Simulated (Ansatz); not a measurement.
Magnetic states of iron, simple cubic

These are results of DFT, LDA (PW92), plane waves (420 eV) with PAW, scalar-relativistic (Ansatz), not measurements. The PAW files were generated under PBE, with cores re-solved for the functional.

Each start was relaxed and then solved on a dense mesh, with Fermi-Dirac smearing of 0.05 eV (0.1 eV in a metal without spin) extrapolated to zero. Rows within 2 meV/atom of each other tie.

Where does each start end, and how do the energies compare? Starts: non-magnetic; ferromagnetic.


| start | ends | ΔE (meV/atom) | V (Å³/atom) |
| --- | --- | --- | --- |
| ferromagnetic | ferromagnetic, net 2.05 μB per atom | 0.0 | 11.85 |
| non-magnetic | spin not included | 49.3 | 10.84 |
